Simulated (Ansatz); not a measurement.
WN2 in space group P-6m2 (No. 187; W on 1f, N on 2g) at seven volumes, LDA in the plane-wave PAW code Ansatz, shape and atoms relaxed at each. One row is withheld.

| V (Å³/atom) | P (GPa) |
|---|---|
| 8.414 | ? |
| 8.691 | 27.28 |
| 8.968 | 12.57 |
| 9.246 | 0.00 |
| 9.523 | -10.73 |
| 9.800 | -19.87 |
| 10.078 | -27.66 |

### Question
Fit the shown pressures and predict the withheld one.

### Answer
Third-order Birch–Murnaghan: P = (3/2)B₀(x^(7/2) − x^(5/2))[1 + (3/4)(B′ − 4)(x − 1)] with x = (V₀/V)^(2/3). Least squares on the six rows gives V₀ = 9.246 Å³/atom, B₀ = 386.2 GPa, B′ = 4.30. At V = 8.414, x = 1.0649 and P = 44.62 GPa. The run itself gave 44.52 GPa.

The first step of the workflow began from a Materials Project structure, measured or hypothetical; the Crystallography Open Database copy checked does not list it. Its standing as an ambient phase is unchecked. The LDA relaxation kept the symmetry of its start; whether a distortion lowers the energy is not shown. No spin polarisation was allowed. Scalar-relativistic: spin–orbit coupling is off unless named, which matters more the heavier the elements.

Potentials: the later of the program's two PAW sets.
